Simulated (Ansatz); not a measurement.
BaTiO$_{3}$ (cubic perovskite)

```
BaTiO3
1.0
    4.01924     0.00000     0.00000
    0.00000     4.01924     0.00000
    0.00000     0.00000     4.01924
Ba Ti O
1 1 3
Direct
  0.00000   0.00000   0.00000
  0.50000   0.50000   0.50000
  0.00000   0.50000   0.50000
  0.50000   0.50000   0.00000
  0.50000   0.00000   0.50000
```

A phonon eigenvector at Γ is frozen into this cell: atom i moves by Q times the vector below, so Q is the largest atomic displacement, in Å. The cell is held. It is one choice among 3 degenerate patterns.

```tsv
atom	x	y	z
Ba1	0.000	0.000	-0.006
Ti2	0.000	0.000	-0.612
O3	0.000	0.000	0.440
O4	0.000	0.000	1.000
O5	0.000	0.000	0.440
```

These are PBE (plane waves to 420 eV, PAW, scalar-relativistic; Ansatz, a first-principles code) values and carry that method's errors. k mesh 8×8×8 (Γ-centred), fixed occupations. BaTiO3 is run without spin polarisation. BaTiO3 was relaxed with its symmetry unable to fall. This is a high-temperature form of BaTiO3. ΔE is measured from the undisplaced structure.

```csv
Q (Å),ΔE (meV/cell)
-0.176,59.6
-0.147,3.0
-0.117,-19.0
-0.088,-20.3
-0.059,-12.3
-0.029,-3.6
0.000,0.0
0.029,-3.6
0.059,-12.3
0.088,-20.3
0.117,-19.0
0.147,3.0
0.176,59.6
```

Is this a single well or a double well?

A double well: the undisplaced structure is a maximum between two minima.

By a smooth curve, how deep is the well, measured from the undisplaced structure?

21.5 meV/cell, cell held fixed.

By a smooth curve through the points, how far does the most displaced atom move to reach the deepest minimum?

0.101 Å from zero.

What harmonic wavenumber does the curvature at Q = 0 give?

About 240i cm⁻¹. By second differences, E″ = -8.71 eV/Å², M = Σ mᵢ|uᵢ|² = 40.1 u, ν̃ = 521.5·√(|E″|/M), imaginary since E″ < 0.

(A displaced cell: forces are minus the slopes of the energy, force constants its curvatures, and phonons follow from these.)
